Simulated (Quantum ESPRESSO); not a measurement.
# Kohn-Sham bands of Se (R-3)

```yaml
crystal:
  lattice:
    - [0.00000, 0.00000, 4.83952]
    - [-5.65532, -3.26510, -1.61317]
    - [5.65532, -3.26510, -1.61317]
  atoms:
    - { symbol: Se, position: [0.09273, 0.24359, 0.36682] }
    - { symbol: Se, position: [0.90727, 0.75641, 0.63318] }
    - { symbol: Se, position: [0.72591, 0.63318, 0.87677] }
    - { symbol: Se, position: [0.27409, 0.36682, 0.12323] }
    - { symbol: Se, position: [0.84914, 0.12323, 0.75641] }
    - { symbol: Se, position: [0.15086, 0.87677, 0.24359] }
```

Cell from Materials Project (mp-147), symmetrised, no further relaxation. COD (Crystallography Open Database) has the formula in 4 space groups, this one among them (matched by group alone). Level: PBEsol, no spin polarisation, no spin-orbit coupling; pw.x of Quantum ESPRESSO at 69 Ry with PseudoDojo potentials, 4×4×4 k-points, Wannier90. Density: 8×8×8 mesh, cold smearing 0.01 Ry. The cell is built of weakly bound layers, chains or molecules, whose nearest atoms lie 3.42 Å apart. Database cells relaxed without dispersion often hold them too far apart, which can enlarge gaps and weakens couplings between them; spacing and stacking were not compared with the measured crystal. Spin-orbit coupling, left out, would split the p-like bands by a few tenths of an eV.

The lattice is scaled uniformly by ε, fractional positions fixed (axis ratios and free coordinates are held, so this isn't the response to pressure); Kohn-Sham values from pw.x, the row at -1.0 % withheld:

```tsv
ε (%)	gap (eV)	width of the top valence group (eV)	direct gap at Γ (eV)	direct gap at L (eV)
-2.0	1.448	1.659	2.602	2.157
-1.0	?	?	?	?
0.0	1.349	1.525	2.398	2.029
1.0	1.302	1.462	2.302	1.967
2.0	1.257	1.402	2.209	1.905
```

Fit y = y₀ + bε + cε² to the rows at -2.0, 0 and 2.0 %, check it on the fourth row, and predict the withheld one.


- gap (eV): b = (1.257 − 1.448)/4 = -0.0478, c = (1.257 + 1.448 − 2×1.349)/8 = 0.00088. Check at 1.0 %: 1.302 for 1.302. Prediction 1.398; the run gives 1.397.
- width of the top valence group (eV): b = (1.402 − 1.659)/4 = -0.0643, c = (1.402 + 1.659 − 2×1.525)/8 = 0.00138. Check at 1.0 %: 1.462 for 1.462. Prediction 1.591; the run gives 1.590.
- direct gap at Γ (eV): b = (2.209 − 2.602)/4 = -0.0982, c = (2.209 + 2.602 − 2×2.398)/8 = 0.00187. Check at 1.0 %: 2.302 for 2.302. Prediction 2.498; the run gives 2.498.
- direct gap at L (eV): b = (1.905 − 2.157)/4 = -0.0630, c = (1.905 + 2.157 − 2×2.029)/8 = 0.00050. Check at 1.0 %: 1.966 for 1.967. Prediction 2.093; the run gives 2.092.
